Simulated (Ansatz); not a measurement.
# Computed properties of LaZnSbO

LaZnSbO:
```yaml
crystal:
  lattice:
    - [4.22791, 0.00000, 0.00000]
    - [0.00000, 4.22791, 0.00000]
    - [0.00000, 0.00000, 9.60202]
  atoms:
    - { symbol: La, position: [0.00000, 0.50000, 0.87964] }
    - { symbol: La, position: [0.50000, 0.00000, 0.12036] }
    - { symbol: Zn, position: [0.00000, 0.00000, 0.50000] }
    - { symbol: Zn, position: [0.50000, 0.50000, 0.50000] }
    - { symbol: Sb, position: [0.50000, 0.00000, 0.67745] }
    - { symbol: Sb, position: [0.00000, 0.50000, 0.32255] }
    - { symbol: O, position: [0.50000, 0.50000, 0.00000] }
    - { symbol: O, position: [0.00000, 0.00000, 0.00000] }
```

Space group P4/nmm (No. 129); conventional cell a = b = 4.228 Å, c = 9.602 Å, α = β = γ = 90.00°.

Method: the program Ansatz at the r²SCAN level (PAW). Geometry: relaxed at this level of theory. Other levels are named where they apply.

**Cell and energy**

* **Volume per atom**: 21.45 Å³
* **Density**: 6.62 g/cm³
* **Formation energy from the elements (no fitted shifts)**: -1.93 eV/atom

**Electronic structure**

- Band gap = 0.20 eV (direct)
- Valence-band maximum = at Γ
- Conduction-band minimum = at Γ
- Electron effective mass = 0.12, 0.12, 1.7 mₑ (principal values)
- Hole effective mass, band 1 of 2 at the edge = 9.6 along x, 1.4 along z (mₑ)
- Hole effective mass, band 2 of 2 at the edge = 0.11 along x, 1.4 along z (mₑ)
- HSE06 gap on the r²SCAN cell = 0.61 eV
- Gap with spin–orbit coupling = 0.01 eV (the band order may be inverted)
- Z2 indices of the occupied bands with spin–orbit coupling = 0;(000)

**Mechanics**

- Bulk modulus (Birch–Murnaghan fit): 63.8 GPa
- Pressure derivative B′: 4.3
- Elastic constants (relaxed ions, GPa): C11 = 151, C12 = 32.1, C13 = 40.5, C33 = 84.4, C44 = -3.9, C66 = 35.3
- Mechanical stability: unstable (C has a negative eigenvalue)

**Phonons**

* **Highest zone-centre frequency (without LO–TO term)**: 48.3 meV
* **Zone-centre stability**: no imaginary mode at Γ
* **Dynamical stability on the path**: unstable, down to 32i cm⁻¹

**Charges**

* **Bader charges**: La +2.00, Zn +0.36, Sb -1.00, O -1.36 e

The workflow started from a Materials Project entry (that database holds measured and hypothetical structures alike); the Crystallography Open Database copy checked does not list it. Whether it is the stable phase at ambient conditions was not checked. The r²SCAN relaxation kept the symmetry of its start. The references are the lowest solids computed at this level, not always the standard phases (solids in place of the gases). Spin–orbit coupling is left out wherever it is not named.

Potentials: the later of the program's two PAW sets.
